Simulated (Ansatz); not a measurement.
Mg2C in the antifluorite structure, relaxed with r2SCAN in the PAW code Ansatz. It is cubic, Fm-3m (No. 225); conventional cell a = 5.422 Å, 13.28 Å³ an atom. C has 8 Mg at 2.35 Å; Mg has 4 C at 2.35 Å.

The axes x, y and z are those of this cell:
```xyz
3
Lattice="0.0000 2.7109 2.7109 2.7109 0.0000 2.7109 2.7109 2.7109 0.0000" Properties=species:S:1:pos:R:3 pbc="T T T"
C     0.0000    0.0000    0.0000
Mg    1.3555    1.3555    1.3555
Mg    4.0664    4.0664    4.0664
```

Unstrained: PBE gives an indirect gap of 0.744 eV, from Γ–K (0.10 of the way from Γ) to X; the least direct gap is 1.495 eV at Γ. With r2SCAN the valence top lies at Γ–K (0.10 of the way from Γ) and the conduction bottom at X, 1.114 eV higher; the smallest vertical gap, at Γ, is 1.958 eV. The HSE06 gap is indirect, 1.396 eV (Γ–K (0.10 of the way from Γ) to X), below the direct gap of 2.310 eV at Γ. Meshes: PBE 8×8×8, r2SCAN 8×8×8, HSE06 6×6×6. Strains are changes of length per length. After each strain the atoms were relaxed again with r2SCAN within the symmetry that the strain leaves, so tilts or polar shifts that break it weren't tested; points keep the names that they have in the unstrained zone. Values at 0 K without nuclear motion; spin polarisation is off, and the phase may be a hypothetical one.

Task: Apply uniaxial +0.51 % along z, other directions held. How far does the gap move, against the unstrained cell?

Result: PBE: the gap goes from 0.744 to 0.730 eV (-0.014 eV); the edges go from Γ–K (0.10) → X to Γ–K (0.15) → X. r2SCAN: the gap goes from 1.114 to 1.098 eV (-0.016 eV); the edges go from Γ–K (0.10) → X to Γ–K (0.15) → X. HSE06: the gap goes from 1.396 to 1.379 eV (-0.017 eV); the edges go from Γ–K (0.10) → X to Γ–K (0.15) → X. The r2SCAN energy rises by 0.3 meV an atom.

Task: One strain changed the r2SCAN stress by xx +7.35, yy +7.35, zz -0.02 GPa (compression positive) and the gap by -0.063 eV (PBE), -0.061 eV (r2SCAN), -0.046 eV (HSE06). Which kind of strain was it, and roughly how large?

Result: Biaxial -2.24 % in x and y, z held. The pattern of the stress gives the kind; the size needs the stiffness, so it is an estimate.

Task: Apply epitaxial -0.55 % in the xy plane, free normal strain 0.00 %. How far does the gap move, against the unstrained cell?

Result: PBE: the gap goes from 0.744 to 0.730 eV (-0.014 eV); the edges go from Γ–K (0.10) → X to Γ–K (0.16) → X. r2SCAN: the gap goes from 1.114 to 1.100 eV (-0.014 eV); the edges go from Γ–K (0.10) → X to Γ–K (0.16) → X. HSE06: the gap goes from 1.396 to 1.386 eV (-0.010 eV); the edges go from Γ–K (0.10) → X to Γ–K (0.16) → X. The r2SCAN energy rises by 0.8 meV an atom.

Where an edge lies off the special points, it is a point of the mesh or the k point where a search put PBE's edge or least direct gap, reused for the other functionals, whose own edges may lie a little apart.

The meshes of the hybrids are coarse, so their gaps aren't converged to the digits shown.
